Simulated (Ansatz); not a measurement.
One element of this relaxed crystal is hidden as X:

```
cell (Å)
  4.007 0.000 0.000
  0.000 4.007 0.000
  0.000 0.000 4.007
  Sn 0.0000 0.0000 0.0000
  X 0.0000 0.5000 0.5000
  X 0.5000 0.0000 0.5000
  X 0.5000 0.5000 0.0000
```

All-electron LAPW in Ansatz 0.2.0 under PBEsol, scalar-relativistic and without spin polarisation, finds it within 0.07 GPa of zero pressure, with a formation energy of -0.40 eV/atom from the elements, no gap. The structure needn't be the ground state.

Which element is X?

Pt, which makes the crystal SnPt₃. This is the case that was computed; others weren't tested.
